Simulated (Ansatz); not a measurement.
Al:
```cif
data_Al7
_chemical_formula_sum 'Al7'
_space_group_name_H-M_alt 'P6/mmm'
_space_group_IT_number 191
_space_group_name_Hall '-P 6 2'
_cell_length_a 5.18451
_cell_length_b 5.18451
_cell_length_c 5.00309
_cell_angle_alpha 90.000
_cell_angle_beta 90.000
_cell_angle_gamma 120.000
loop_
_atom_site_label
_atom_site_type_symbol
_atom_site_symmetry_multiplicity
_atom_site_Wyckoff_symbol
_atom_site_fract_x
_atom_site_fract_y
_atom_site_fract_z
_atom_site_occupancy
Al1 Al 2 e 0.00000 0.00000 0.25383 1
Al2 Al 2 d 0.33333 0.66667 0.50000 1
Al3 Al 3 f 0.00000 0.50000 0.00000 1
```

Relaxed with r²SCAN.

**Question.** Which orbitals make up the states near the Fermi level in r²SCAN in the plane-wave PAW code Ansatz?

**Answer.** Within 0.5 eV of the Fermi level: Al 3p 66 %, Al 3s 29 %, outside the projected shells 5 %. Projections are on Löwdin-orthogonalised atomic valence shells; empty p or d shells of many metals are not among them.

**Question.** Tabulate the density of states.

**Answer.** States/eV per cell of 7 atoms, in 0.25 eV bins, energy from the Fermi level.

| E (eV) | total | Al 3p | Al 3s |
|---|---|---|---|
| -7.85 | 1.54 | 1.07 | 0.46 |
| -7.60 | 1.52 | 1.06 | 0.46 |
| -7.35 | 1.62 | 1.13 | 0.48 |
| -7.10 | 1.69 | 1.18 | 0.50 |
| -6.85 | 1.72 | 1.20 | 0.51 |
| -6.60 | 1.82 | 1.27 | 0.54 |
| -6.35 | 1.90 | 1.32 | 0.57 |
| -6.10 | 1.84 | 1.29 | 0.54 |
| -5.85 | 1.92 | 1.36 | 0.54 |
| -5.60 | 1.91 | 1.38 | 0.51 |
| -5.35 | 1.93 | 1.41 | 0.50 |
| -5.10 | 2.00 | 1.49 | 0.49 |
| -4.85 | 2.22 | 1.69 | 0.52 |
| -4.60 | 2.46 | 1.92 | 0.51 |
| -4.35 | 2.31 | 1.86 | 0.43 |
| -4.10 | 2.27 | 1.84 | 0.41 |
| -3.85 | 1.95 | 1.52 | 0.41 |
| -3.60 | 1.99 | 1.48 | 0.48 |
| -3.35 | 2.02 | 1.43 | 0.55 |
| -3.10 | 2.40 | 1.69 | 0.66 |
| -2.85 | 2.57 | 1.82 | 0.71 |
| -2.60 | 2.21 | 1.57 | 0.59 |
| -2.35 | 1.99 | 1.34 | 0.59 |
| -2.10 | 2.53 | 1.63 | 0.83 |
| -1.85 | 2.42 | 1.52 | 0.83 |
| -1.60 | 2.26 | 1.42 | 0.76 |
| -1.35 | 2.43 | 1.54 | 0.80 |
| -1.10 | 2.70 | 1.71 | 0.87 |
| -0.85 | 2.75 | 1.79 | 0.84 |
| -0.60 | 2.88 | 1.92 | 0.83 |
| -0.35 | 2.62 | 1.74 | 0.75 |
| -0.10 | 2.58 | 1.69 | 0.75 |
| 0.15 | 2.77 | 1.82 | 0.80 |
| 0.40 | 2.64 | 1.73 | 0.75 |
| 0.65 | 2.59 | 1.67 | 0.75 |
| 0.90 | 2.82 | 1.81 | 0.80 |
| 1.15 | 2.91 | 1.84 | 0.84 |
| 1.40 | 2.99 | 1.89 | 0.86 |
| 1.65 | 2.91 | 1.89 | 0.78 |
| 1.90 | 3.06 | 1.99 | 0.80 |
| 2.15 | 2.87 | 1.82 | 0.77 |
| 2.40 | 2.62 | 1.65 | 0.70 |
| 2.65 | 2.48 | 1.58 | 0.63 |
| 2.90 | 2.92 | 1.79 | 0.80 |
| 3.15 | 3.71 | 2.25 | 1.02 |
| 3.40 | 3.19 | 1.99 | 0.81 |
| 3.65 | 3.04 | 1.86 | 0.77 |
| 3.90 | 2.98 | 1.86 | 0.71 |
| 4.15 | 3.00 | 1.87 | 0.71 |
| 4.40 | 3.48 | 2.15 | 0.82 |
| 4.65 | 3.43 | 2.13 | 0.77 |

The start of the workflow was typed in or built on a structure type; neither database checked (COD, Materials Project) lists it. It is not the phase usual at ambient conditions (space group No. 225). The r²SCAN relaxation kept the symmetry of its start. At this level the phase is mechanically unstable.

Potentials: the later of the program's two PAW sets.
